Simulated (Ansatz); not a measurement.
LiTaO₃:
```xyz
10
Lattice="2.5694 1.4835 4.5887 -2.5694 1.4835 4.5887 0.0000 -2.9669 4.5887" Properties=species:S:1:pos:R:3 pbc="T T T"
Li     0.0000     0.0000     3.8838
Li     0.0000     0.0000    10.7668
Ta     0.0000     0.0000    13.7529
Ta     0.0000     0.0000     6.8699
O      1.0074    -1.3153     7.8329
O     -1.6428    -0.2148     7.8329
O      0.6354     1.5301     7.8329
O     -0.6354    -1.4368     5.5386
O      1.5620     0.1681     5.5386
O     -0.9266     1.2687     5.5386
```

Relaxed with PBEsol. Special points in fractions of this cell's reciprocal vectors: Γ (0.000, 0.000, 0.000); T (0.500, 0.500, 0.500); H2 (0.764, 0.236, 0.500); H0 (0.500, -0.236, 0.236); L (0.500, 0.000, 0.000); S0 (0.368, -0.368, 0.000); S2 (0.632, 0.000, 0.368); F (0.500, 0.000, 0.500).

Problem. List the band energies nearest the valence-band maximum at these points for plane-wave PAW PBEsol with spin–orbit coupling (Ansatz code).

Solution. In eV from the valence-band maximum; about four levels below and three above (degenerate sets whole), none deeper than 8.9 eV; points with the same levels are listed once.

```
k                     below                above
--  -----------------------  -------------------
Γ   -0.06 -0.06 -0.03 -0.03  3.67 3.67 3.78 3.78
T   -0.30 -0.30 -0.29 -0.29  5.13 5.13 5.13 5.13
H2  -0.35 -0.35 -0.31 -0.31  4.24 4.24 4.45 4.45
L   -0.27 -0.27 -0.25 -0.25  4.54 4.54 4.64 4.64
S0  -0.47 -0.44 -0.17 -0.16       3.89 4.05 4.49
F   -0.43 -0.43 -0.29 -0.29  3.79 3.79 4.50 4.50
```

Space group R3c. The cell was relaxed with PBEsol under the symmetry of its start. No spin polarisation was allowed.

Potentials: the earlier of the program's two PAW sets. The files were generated under PBE; for other functionals the program regenerates the frozen cores, and for LDA and PBEsol the local potential too.
